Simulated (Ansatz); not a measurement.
Space group P-3m1 (No. 164). a = 4.504 Å, b = 4.504 Å, c = 4.550 Å, α = 90.00°, β = 90.00°, γ = 120.00°
```tsv
atom	site	symmetry	x	y	z
Sr	1a	-3m.	0.0000	0.0000	0.0000
Al	2d	3m.	0.3333	0.6667	0.4635
H	2d	3m.	0.3333	0.6667	0.0836
```

Equation of state of this SrAl$_{2}$H$_{2}$ structure (not necessarily the ground state), with shape and atoms relaxed at each volume where symmetry leaves them free. It has no gap at any of these volumes. Method: Ansatz, DFT PBEsol, scalar-relativistic, plane waves, PAW.

Cutoff 420 eV; k points 12×12×8 on the computed 5-atom cell (Γ-centred); Gaussian smearing, width 0.10 eV; no spin polarisation.

| V (Å³/atom) | E − E(largest V) (meV/atom) | P (GPa) |
| --- | --- | --- |
| 15.028 | 0.31 | 2.46 |
| 15.507 | -5.10 | 1.18 |
| 15.987 | -6.78 | -0.02 |
| 16.467 | -4.96 | -1.15 |
| 16.946 | 0.00 | -2.15 |

Fit a third-order Birch–Murnaghan equation to E(V).

V0 = 15.97 Å³/atom, B0 = 39 GPa, B0' = 1.8.

Cost: 5 runs of about 1.9 core-minutes in all, on Intel Xeon 6975P-C (Granite Rapids) (shared hosts).